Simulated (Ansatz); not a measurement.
**Magnetic states of scandium, diamond**

Theory: Ansatz 0.2.0, DFT, r2SCAN, plane waves (500 eV) with PAW, scalar-relativistic. The PAW files were generated under PBE, with cores re-solved for the functional.

Each start was relaxed and then solved on a dense mesh, with Fermi-Dirac smearing of 0.05 eV (0.1 eV in a metal without spin) extrapolated to zero. Rows within 2 meV/atom of each other tie.

(1) Where does each start end, and how do the energies compare? Starts: ferromagnetic; non-magnetic.

## Answers

(1) 
```tsv
start	ends	ΔE (meV/atom)	V (Å³/atom)
ferromagnetic	ferromagnetic, net 1.83 μB per atom	0.0	43.57
non-magnetic	spin not included	210.9	32.11
```
